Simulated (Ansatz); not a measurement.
MoRu (L1₀ or tetragonal B2, P4/mmm) at seven volumes, DFT-PBEsol in the program Ansatz with PAW potentials, shape and atoms relaxed at each. One row is withheld.

```json
[
 {"V (Å³/atom)": "13.055", "P (GPa)": "35.28"},
 {"V (Å³/atom)": "13.485", "P (GPa)": "21.60"},
 {"V (Å³/atom)": "13.916", "P (GPa)": "?"},
 {"V (Å³/atom)": "14.346", "P (GPa)": "0.00"},
 {"V (Å³/atom)": "14.776", "P (GPa)": "-8.44"},
 {"V (Å³/atom)": "15.207", "P (GPa)": "-15.59"},
 {"V (Å³/atom)": "15.637", "P (GPa)": "-21.63"}
]
```

Fit the shown pressures and predict the withheld one.

Third-order Birch–Murnaghan: P = (3/2)B₀(x^(7/2) − x^(5/2))[1 + (3/4)(B′ − 4)(x − 1)] with x = (V₀/V)^(2/3). Least squares on the six rows gives V₀ = 14.346 Å³/atom, B₀ = 303.8 GPa, B′ = 4.42. At V = 13.916, x = 1.0205 and P = 9.89 GPa. The run itself gave 9.93 GPa.

The start of the workflow was typed in or built on a structure type; neither database checked (COD, Materials Project) lists it. Whether it is the stable phase at ambient conditions was not checked. The cell was relaxed with PBEsol under the symmetry of its start; its stability against distortions is not shown here. No spin polarisation was allowed.

Potentials: the earlier of the program's two PAW sets. The files were generated under PBE; for other functionals the program regenerates the frozen cores, and for LDA and PBEsol the local potential too.
